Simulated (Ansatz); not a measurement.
Find the missing element

Cell vectors (Å):

```
3.5333 0.0000 0.0000
0.0000 3.5333 0.0000
0.0000 0.0000 4.5789
```

| atom | a | b | c |
| --- | --- | --- | --- |
| X | 0.0000 | 0.0000 | 0.0000 |
| Pb | 0.5000 | 0.5000 | 0.5000 |

All numbers below come from PBEsol, all-electron PAW in Ansatz 0.2.0, datasets made for the crystal, scalar-relativistic. k mesh 12×12×10, strains of ±0.008, Fermi-Dirac smearing of 0.100 eV.

Elastic constants of a crystal by Kohn-Sham DFT: slopes of the stress over finite engineering strains of the given cell, Voigt indices, Cartesian axes as in the cell vectors.

```tsv
index	elastic (GPa)
11	77.4
12	9.1
13	24.6
33	80.3
44	21.3
66	16.3
```

Q: All X atoms are one element. Which one was computed?

A: Ca; the crystal is CaPb (P4/mmm, a database entry that needn't be its stable phase).

Limits of these numbers: responses of metals move with mesh and smearing; elastic stability says nothing of phonons or of other phases; no spin-orbit coupling on heavy atoms.
